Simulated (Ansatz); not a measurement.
Relaxed-ion elastic tensor of SiBCN in space group P3m1 (No. 156; B on 1b, Si on 1c, C on 1b, N on 1c) in GPa (Voigt order), PBEsol (plane waves, PAW; program Ansatz); density 3.28 g/cm³, 8.22 Å³ per atom.

```csv
,1,2,3,4,5,6
1,524,153,77.5,42.4,0.0,0.0
2,153,524,77.5,-42.4,0.0,0.0
3,77.5,77.5,731,0.0,0.0,0.0
4,42.4,-42.4,0.0,176,0.0,0.0
5,0.0,0.0,0.0,0.0,176,42.4
6,0.0,0.0,0.0,0.0,42.4,186
```

Q: Is the crystal mechanically stable?

A: Yes: the smallest eigenvalue of C is 138 GPa.

Q: Work out the Voigt, Reuss and Hill averages.

A: K_V = 266, K_R = 264, K_H = 265; G_V = 205, G_R = 187, G_H = 196 GPa.

Q: Give Young's modulus, Poisson's ratio, Pugh's ratio and the universal anisotropy index.

A: E = 9KG/(3K + G) = 472 GPa; ν = 0.20; K/G = 1.35 (brittle by the Pugh limit of 1.75); A_U = 5G_V/G_R + K_V/K_R − 6 = 0.51.

Q: Estimate the sound speeds and the Debye temperature.

A: v_l = √((K + 4G/3)/ρ) = 12700 m/s, v_t = √(G/ρ) = 7730 m/s, mean 8540 m/s; Θ = (h/k)(3n/4πV)^(1/3) v_m = 1260 K.

Q: How much does each axis shrink under pressure?

A: Linear compressibilities β_i = Σ_j S_ij (j = 1 to 3): x 1.4, y 1.4, z 1.1 per TPa.

The start of the workflow was typed in or built on a structure type; neither database checked (COD, Materials Project) lists it. Whether it is the stable phase at ambient conditions was not checked. Symmetry was held in the PBEsol relaxation; its stability against distortions is not shown here. The volume moved by -19 % from the start of the relaxation.

Potentials: the earlier of the program's two PAW sets. The files were generated under PBE; for other functionals the program regenerates the frozen cores, and for LDA and PBEsol the local potential too.
